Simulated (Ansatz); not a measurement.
This run works on a generated trial structure, not on a known crystal.

Input and command of a plane-wave DFT calculation in Ansatz:

```yaml
crystal:
  lattice:
    - [4.33894964, 0.0, 0.0]
    - [-2.16947482, 3.75764062, 0.0]
    - [0.0, 0.0, 4.7690384]
  atoms:
    - { symbol: Cr, position: [0.0, 0.0, 0.5], spin: 3.0 }
    - { symbol: Ge, position: [0.5, 0.0, 0.5] }
    - { symbol: Ge, position: [0.0, 0.5, 0.5] }
    - { symbol: Ge, position: [0.5, 0.5, 0.5] }
basis:
  ecutwfc: 420
kpoints:
  mp_grid: { grid: [6, 6, 4] }
hamiltonian:
  xc: pbe
scf:
  occupations: { method: gaussian, width: 0.1 }
  lower_state_search: "off"
output:
  forces: true
  stress: true
  eigenvalues: true
  populations: true
magnetization:
  spin_polarized: true
relax:
  adjacent_minimum: "off"
  f_tol: 0.04
  max_steps: 70
  cell: { stress_tol: 0.4 }
```

```bash
ansatz run input.yaml --threads 1 --pin off --max-ram 2560MiB --backend cpu --events-out ev --progress --plain --runs-dir out
```

Processor: Intel(R) Xeon(R) Processor @ 2.50GHz (Skylake/Cascade Lake), 1 thread, on a host shared with other jobs.

How long does it run, and how much memory does it take?

About 5.2 min, peak memory 0.45 GiB. It solves 36 bands at 21 k points (after reduction by symmetry) with about 1419 plane waves (on the last cell), in 187 SCF iterations over 19 ionic steps.
